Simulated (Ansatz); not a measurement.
Phonons of LuP (CsCl-type structure)

Method: PBEsol, scalar-relativistic; no spin polarisation; PAW, 420 eV, Gaussian smearing of 0.15 eV; code Ansatz; PAW files: Ansatz's generated set soft_2.

```
Lu P
1.0
     3.35022    0.00000    0.00000
     0.00000    3.35022    0.00000
     0.00000    0.00000    3.35022
Lu P
1 1
Direct
  0.00000 0.00000 0.00000
  0.50000 0.50000 0.50000
```

This is a trial structure: such lanthanide and actinide compounds mostly take the rock-salt structure.

Force constants come from finite displacements in a 2×2×2 supercell (the unit cell's 10×10×10 k-mesh, folded to it); the long-range dipole term is not included. Points in reciprocal vectors of this cell: Γ = (0.000, 0.000, 0.000), X = (0.000, 0.500, 0.000), M = (0.500, 0.500, 0.000), R = (0.500, 0.500, 0.500).

Question: Is the structure dynamically stable along this path, and where does the spectrum end?

Answer: No: a branch is imaginary, down to 252i cm⁻¹ at M. The highest frequency is 267 cm⁻¹, at X. Points that don't fit the supercell are interpolated.

Frequencies at the named points (cm⁻¹, imaginary ones negative):
```tsv
point	ω (cm⁻¹)
Γ	0 0 0 131 131 131
X	-61 -61 126 126 128 267
M	-252 -57 103 103 196 196
R	112 112 112 213 213 213
```

The crystal is a metal or nearly so; low and unstable modes depend on mesh and smearing.

It ran for 110 s on 4 threads of Arm Neoverse V1, with other jobs on the host, peak memory 1.7 GiB.

These numbers lack spin–orbit coupling.
